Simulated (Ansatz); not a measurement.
Ca$_{2}$H$_{6}$Os in space group Fm-3m (No. 225; Ca on 8c, H on 24e, Os on 4a), the program Ansatz at the r²SCAN level (PAW). The conduction-band minimum lies at X, with 3 equivalent valleys. Second derivatives d²E/dk² of the lowest band at one valley (eV·Å²), along Cartesian directions:

| direction | d²E/dk² |
|---|---|
| [100] | 12.30 |
| [010] | 9.750 |
| [001] | 9.750 |
| [110] | 11.02 |
| [101] | 11.02 |
| [011] | 9.747 |

Q: Find the principal effective masses, the density-of-states mass and the conductivity mass.

A: Off-diagonal terms follow from H_xy = H[110] − (H_xx + H_yy)/2, and m*/mₑ = 7.620 eV·Å² over each eigenvalue: 0.62, 0.78, 0.78. One valley's DOS mass (m₁m₂m₃)^(1/3) = 0.72, conductivity mass 3/(Σ 1/mᵢ) = 0.72 mₑ.

Q: What effective density of states Nc follows at 300 K for parabolic valleys?

A: Nc = 2.509e19 × 3 × (0.72)^(3/2) ≈ 4.6e19 cm⁻³.

The workflow started from a Materials Project entry (that database holds measured and hypothetical structures alike); the Crystallography Open Database copy checked does not list it. Whether it is the stable phase at ambient conditions was not checked. The r²SCAN relaxation kept the symmetry of its start; whether a distortion lowers the energy is not shown. The run is not spin-polarised. Scalar-relativistic: spin–orbit coupling is off unless named, which matters more the heavier the elements.

Potentials: the later of the program's two PAW sets.

Edges and masses are those of Kohn–Sham bands, whose gap is no quasiparticle gap.
